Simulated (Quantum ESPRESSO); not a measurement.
Zn6AlS7Cl, finding a planted mistake in a log

Computed values, not a measurement. The program is pw.x of Quantum ESPRESSO 7.5 (plane-wave density functional theory). The cell is made up: 15 atoms on a doubled zincblende/diamond lattice with one site empty, with randomly drawn elements, strain and displacements, not relaxed. PseudoDojo standard norm-conserving files (v0.5 for PBE, v0.4.1 for LDA and PBEsol) set the functional; there is no spin polarisation, spin-orbit coupling or dispersion term, and the masses in the input are unused placeholders.

Intended input:

```
&control calculation='scf', pseudo_dir='./dojo.nc.sr.pbe.v0_5.standard.upf', outdir='./o', disk_io='low', tprnfor=.true., tstress=.true. /
&system ibrav=0, nat=15, ntyp=4, nbnd=92, ecutwfc=84.00895049, nosym=.true., tot_charge=0,
 occupations='smearing', smearing='fd', degauss=0.0018374661
/
&electrons conv_thr=7.350e-09, electron_maxstep=60, /
ATOMIC_SPECIES
Al 1.0 Al.upf
Cl 1.0 Cl.upf
S 1.0 S.upf
Zn 1.0 Zn.upf
CELL_PARAMETERS angstrom
5.4304 0.0068 0.0383
0.0068 5.3016 -0.0742
0.0765 -0.1484 10.6541
ATOMIC_POSITIONS angstrom
Zn -0.0376 -0.057 -0.005
Zn 0.0372 2.5932 2.5886
Zn 2.6917 0.0268 2.684
Zn 2.6526 2.6286 -0.0516
Zn -0.0093 -0.0957 5.361
Al 2.7667 -0.1423 8.0099
Zn 2.7267 2.6018 5.3461
S 1.3089 1.2831 1.334
Cl 1.3836 3.9188 4.0338
S 4.0522 1.3822 4.006
S 4.1359 3.8937 1.306
S 1.3902 1.2057 6.6223
S 1.4043 3.7888 9.2822
S 4.1345 1.2092 9.3519
S 4.0974 3.8586 6.6619
K_POINTS automatic
4 4 2 1 1 1
```

The log is shortened where brackets say so; the opening notice, blank lines, dates and the lines on written files are dropped, and the path of the files is cut. It prints rydbergs, bohrs and kilobars, and counts compression as positive stress. Where no state is partly filled, the Fermi energy that it prints is only some level between the filled and the empty states on the mesh, and need not lie in the true gap.

Log of the intended run:

```
     Program PWSCF v.7.5
     Parallel version (MPI & OpenMP), running on       4 processor cores
     Number of MPI processes:                 4
     Threads/MPI process:                     1
     [start-up lines left out]
     bravais-lattice index     =            0
     lattice parameter (alat)  =      10.2622  a.u.
     unit-cell volume          =    2069.4011 (a.u.)^3
     number of atoms/cell      =           15
     number of atomic types    =            4
     number of electrons       =       172.00
     number of Kohn-Sham states=           92
     kinetic-energy cutoff     =      84.0090  Ry
     charge density cutoff     =     336.0358  Ry
     scf convergence threshold =      7.3E-09
     mixing beta               =       0.7000
     number of iterations used =            8  plain     mixing
     Exchange-correlation= PBE
                           (   1   4   3   4   0   0   0)
     [axes and pseudopotential details left out]
   Cartesian axes
     site n.     atom                  positions (alat units)
         1        Zn     tau(   1) = (  -0.0069238  -0.0104962  -0.0009207  )
         2        Zn     tau(   2) = (   0.0068501   0.4775216   0.4766746  )
         3        Zn     tau(   3) = (   0.4956598   0.0049351   0.4942419  )
         4        Zn     tau(   4) = (   0.4884598   0.4840403  -0.0095018  )
         5        Zn     tau(   5) = (  -0.0017125  -0.0176226   0.9871948  )
         6        Al     tau(   6) = (   0.5094706  -0.0262037   1.4749732  )
         7        Zn     tau(   7) = (   0.5021048   0.4791053   0.9844510  )
         8        S      tau(   8) = (   0.2410258   0.2362749   0.2456478  )
         9        Cl     tau(   9) = (   0.2547813   0.7216226   0.7427992  )
        10        S      tau(  10) = (   0.7461874   0.2545235   0.7376800  )
        11        S      tau(  11) = (   0.7616002   0.7170006   0.2404918  )
        12        S      tau(  12) = (   0.2559967   0.2220221   1.2194553  )
        13        S      tau(  13) = (   0.2585931   0.6976839   1.7092593  )
        14        S      tau(  14) = (   0.7613424   0.2226667   1.7220942  )
        15        S      tau(  15) = (   0.7545107   0.7105372   1.2267474  )
     number of k points=    16  Fermi-Dirac smearing, width (Ry)=  0.0018
                       cart. coord. in units 2pi/alat
        k(    1) = (   0.1239356   0.1296774   0.1283448), wk =   0.1250000
        k(    2) = (   0.1257380   0.1261073  -0.1265747), wk =   0.1250000
     [further k points left out]
     Dense  grid:   215215 G-vectors     FFT dimensions: (  60,  60, 120)
     Estimated max dynamical RAM per process >     597.49 MB
     Estimated total dynamical RAM >       2.18 GB
     Initial potential from superposition of free atoms
     starting charge     171.9965, renormalised to     172.0000
     Starting wfcs are   96 randomized atomic wfcs
     total cpu time spent up to now is        4.3 secs
     per-process dynamical memory:   402.9 Mb
     Self-consistent Calculation
     iteration #  1     ecut=    84.01 Ry     beta= 0.70
     Davidson diagonalization with overlap
     ethr =  1.00E-02,  avg # of iterations =  4.4
     Threshold (ethr) on eigenvalues was too large:
     Diagonalizing with lowered threshold
     Davidson diagonalization with overlap
     ethr =  6.88E-04,  avg # of iterations =  1.5
     total cpu time spent up to now is       19.7 secs
     total energy              =   -2700.28093702 Ry
     estimated scf accuracy    <       1.14156881 Ry
     iteration #  2     ecut=    84.01 Ry     beta= 0.70
     Davidson diagonalization with overlap
     ethr =  6.64E-04,  avg # of iterations =  8.6
     total cpu time spent up to now is       30.4 secs
     total energy              =   -2699.34964824 Ry
     estimated scf accuracy    <       6.53828029 Ry
     [iterations 3 to 10 left out]
     iteration # 11     ecut=    84.01 Ry     beta= 0.70
     Davidson diagonalization with overlap
     ethr =  4.88E-10,  avg # of iterations =  2.0
     total cpu time spent up to now is      107.2 secs
     total energy              =   -2700.82362405 Ry
     estimated scf accuracy    <       0.00000013 Ry
     iteration # 12     ecut=    84.01 Ry     beta= 0.70
     Davidson diagonalization with overlap
     ethr =  7.35E-11,  avg # of iterations =  3.2
     total cpu time spent up to now is      114.7 secs
     End of self-consistent calculation
     [lines on levels left out]
     the Fermi energy is     7.3900 ev
!    total energy              =   -2700.82362408 Ry
     estimated scf accuracy    <          4.9E-09 Ry
     smearing contrib. (-TS)   =      -0.00000000 Ry
     internal energy E=F+TS    =   -2700.82362408 Ry
     The total energy is F=E-TS. E is the sum of the following terms:
     one-electron contribution =   -2554.36565156 Ry
     hartree contribution      =    1310.05065530 Ry
     xc contribution           =    -325.06469966 Ry
     ewald contribution        =   -1131.44392815 Ry
     convergence has been achieved in  12 iterations
     Forces acting on atoms (cartesian axes, Ry/au):
     atom    1 type  4   force =    -0.00928494    0.00940010   -0.03184051
     atom    2 type  4   force =    -0.03401416   -0.01037001   -0.01037126
     atom    3 type  4   force =     0.03573362    0.01030763   -0.03347339
     atom    4 type  4   force =     0.00652331    0.00131682   -0.01275675
     atom    5 type  4   force =    -0.04138417    0.03908062    0.04688293
     atom    6 type  1   force =    -0.01155910    0.01845119    0.02660982
     atom    7 type  4   force =     0.01440024   -0.02530137    0.05847719
     atom    8 type  3   force =     0.02126764   -0.00891661    0.01239352
     atom    9 type  2   force =     0.00006055   -0.00232597   -0.03359986
     atom   10 type  3   force =     0.02252630   -0.03146067   -0.00937396
     atom   11 type  3   force =    -0.02872897    0.01554977    0.03215660
     atom   12 type  3   force =     0.00687399   -0.00462641    0.01244346
     atom   13 type  3   force =     0.01184062    0.01413053   -0.02653869
     atom   14 type  3   force =    -0.00489345   -0.02483707   -0.02288822
     atom   15 type  3   force =     0.01063851   -0.00039854   -0.00812089
     Total force =     0.155808     Total SCF correction =     0.000331
     Computing stress (Cartesian axis) and pressure
          total   stress  (Ry/bohr**3)                   (kbar)     P=       27.75
   0.00017993  -0.00005778  -0.00008335           26.47       -8.50      -12.26
  -0.00005778   0.00022170   0.00011374           -8.50       32.61       16.73
  -0.00008335   0.00011374   0.00016432          -12.26       16.73       24.17
     init_run     :      4.05s CPU      4.22s WALL (       1 calls)
     electrons    :    108.43s CPU    110.43s WALL (       1 calls)
     forces       :      2.05s CPU      2.09s WALL (       1 calls)
     stress       :      6.21s CPU      6.33s WALL (       1 calls)
     [timing details left out]
     PWSCF        :   2m 0.85s CPU   2m 3.24s WALL
     JOB DONE.
```

A second run was made from an input with one planted mistake. Its log:

```
     Program PWSCF v.7.5
     Parallel version (MPI & OpenMP), running on       4 processor cores
     Number of MPI processes:                 4
     Threads/MPI process:                     1
     [start-up lines left out]
     bravais-lattice index     =            0
     lattice parameter (alat)  =      10.2622  a.u.
     unit-cell volume          =    2069.4011 (a.u.)^3
     number of atoms/cell      =           15
     number of atomic types    =            4
     number of electrons       =       172.00
     number of Kohn-Sham states=           92
     kinetic-energy cutoff     =      84.0090  Ry
     charge density cutoff     =     336.0358  Ry
     scf convergence threshold =      7.3E-09
     mixing beta               =       0.7000
     number of iterations used =            8  plain     mixing
     Exchange-correlation= PBE
                           (   1   4   3   4   0   0   0)
     [axes and pseudopotential details left out]
   Cartesian axes
     site n.     atom                  positions (alat units)
         1        Zn     tau(   1) = (  -0.0069238  -0.0104962  -0.0009207  )
         2        Zn     tau(   2) = (   0.0068501   0.4775216   0.4766746  )
         3        Zn     tau(   3) = (   0.4956598   0.0049351   0.4942419  )
         4        Zn     tau(   4) = (   0.4884598   0.4840403  -0.0095018  )
         5        Zn     tau(   5) = (  -0.0017125  -0.0176226   0.9871948  )
         6        Al     tau(   6) = (   0.5094706  -0.0262037   1.4749732  )
         7        Zn     tau(   7) = (   0.5021048   0.4791053   0.9844510  )
         8        S      tau(   8) = (   0.2410258   0.2362749   0.2456478  )
         9        Cl     tau(   9) = (   0.2547813   0.7216226   0.7427992  )
        10        S      tau(  10) = (   0.7461874   0.2545235   0.7376800  )
        11        S      tau(  11) = (   0.7616002   0.7170006   0.2404918  )
        12        S      tau(  12) = (   0.2559967   0.2220221   1.2194553  )
        13        S      tau(  13) = (   0.2585931   0.6976839   1.7092593  )
        14        S      tau(  14) = (   0.7613424   0.2226667   1.7220942  )
        15        S      tau(  15) = (   0.7545107   0.7105372   1.2267474  )
     number of k points=     1  Fermi-Dirac smearing, width (Ry)=  0.0018
                       cart. coord. in units 2pi/alat
        k(    1) = (  -0.4975449  -0.5151396  -0.2584596), wk =   2.0000000
     Dense  grid:   215215 G-vectors     FFT dimensions: (  60,  60, 120)
     Estimated max dynamical RAM per process >     446.39 MB
     Estimated total dynamical RAM >       1.59 GB
     Initial potential from superposition of free atoms
     starting charge     171.9965, renormalised to     172.0000
     Starting wfcs are   96 randomized atomic wfcs
     total cpu time spent up to now is        2.3 secs
     per-process dynamical memory:   247.4 Mb
     Self-consistent Calculation
     iteration #  1     ecut=    84.01 Ry     beta= 0.70
     Davidson diagonalization with overlap
     ethr =  1.00E-02,  avg # of iterations =  4.0
     Threshold (ethr) on eigenvalues was too large:
     Diagonalizing with lowered threshold
     Davidson diagonalization with overlap
     ethr =  7.56E-04,  avg # of iterations =  1.0
     total cpu time spent up to now is        6.2 secs
     total energy              =   -2700.04976820 Ry
     estimated scf accuracy    <       1.25466054 Ry
     iteration #  2     ecut=    84.01 Ry     beta= 0.70
     Davidson diagonalization with overlap
     ethr =  7.29E-04,  avg # of iterations = 10.0
     total cpu time spent up to now is        8.9 secs
     total energy              =   -2698.87142601 Ry
     estimated scf accuracy    <       8.40038361 Ry
     [iterations 3 to 11 left out]
     iteration # 12     ecut=    84.01 Ry     beta= 0.70
     Davidson diagonalization with overlap
     ethr =  2.00E-10,  avg # of iterations =  3.0
     total cpu time spent up to now is       29.3 secs
     total energy              =   -2700.62849222 Ry
     estimated scf accuracy    <       0.00000002 Ry
     iteration # 13     ecut=    84.01 Ry     beta= 0.70
     Davidson diagonalization with overlap
     ethr =  1.02E-11,  avg # of iterations =  3.0
     total cpu time spent up to now is       31.4 secs
     End of self-consistent calculation
     [lines on levels left out]
     the Fermi energy is     8.0056 ev
!    total energy              =   -2700.62849222 Ry
     estimated scf accuracy    <          4.5E-09 Ry
     smearing contrib. (-TS)   =       0.00000000 Ry
     internal energy E=F+TS    =   -2700.62849222 Ry
     The total energy is F=E-TS. E is the sum of the following terms:
     one-electron contribution =   -2554.38184509 Ry
     hartree contribution      =    1310.43613406 Ry
     xc contribution           =    -325.23885305 Ry
     ewald contribution        =   -1131.44392815 Ry
     convergence has been achieved in  13 iterations
     Forces acting on atoms (cartesian axes, Ry/au):
     atom    1 type  4   force =    -0.01036114    0.00969297   -0.03138326
     atom    2 type  4   force =    -0.03263091   -0.00887347   -0.00973440
     atom    3 type  4   force =     0.03515007    0.00933893   -0.03396526
     atom    4 type  4   force =     0.00589061    0.00136628   -0.01314830
     atom    5 type  4   force =    -0.04230034    0.03913223    0.04841242
     atom    6 type  1   force =    -0.01012337    0.01860754    0.02605940
     atom    7 type  4   force =     0.01236713   -0.02357705    0.05952169
     atom    8 type  3   force =     0.02341718   -0.01102075    0.01078817
     atom    9 type  2   force =     0.00040354   -0.00232325   -0.03372477
     atom   10 type  3   force =     0.02253945   -0.03084985   -0.01081416
     atom   11 type  3   force =    -0.03000061    0.01680680    0.02854505
     atom   12 type  3   force =     0.01144711   -0.01043394    0.02122130
     atom   13 type  3   force =     0.01746700    0.01816231   -0.03614907
     atom   14 type  3   force =    -0.00930402   -0.03053064   -0.03191947
     atom   15 type  3   force =     0.00603832    0.00450189    0.00629065
     Total force =     0.162552     Total SCF correction =     0.000341
     Computing stress (Cartesian axis) and pressure
          total   stress  (Ry/bohr**3)                   (kbar)     P=       47.91
   0.00031885  -0.00006378  -0.00008096           46.90       -9.38      -11.91
  -0.00006378   0.00025799   0.00010368           -9.38       37.95       15.25
  -0.00008096   0.00010368   0.00040018          -11.91       15.25       58.87
     init_run     :      2.21s CPU      2.28s WALL (       1 calls)
     electrons    :     28.60s CPU     29.11s WALL (       1 calls)
     forces       :      0.74s CPU      0.77s WALL (       1 calls)
     stress       :      1.67s CPU      1.71s WALL (       1 calls)
     [timing details left out]
     PWSCF        :     33.27s CPU     33.97s WALL
     JOB DONE.
```

Question: what was wrong in the second input?

Answer: the k-point mesh is too coarse. The input lines that differ, file-writing options aside:

```
- 4 4 2 1 1 1
+ 1 1 1 1 1 1
```

```
                                            intended run  run with the mistake
                          free energy (eV)    -36746.577            -36743.923
                    smearing term -TS (eV)        0.0000                0.0000
                            pressure (GPa)          2.78                  4.79
            largest force component (eV/Å)         1.504                 1.530
largest change of a force component (eV/Å)                               0.371
                                iterations            12                    13
```

For scale, a rerun of the intended cell at a cutoff of 1437 eV and k mesh 6 x 6 x 4 moved values by no more than 0.003 eV in energy, 0.02 GPa in stress and 0.002 eV/Å in force.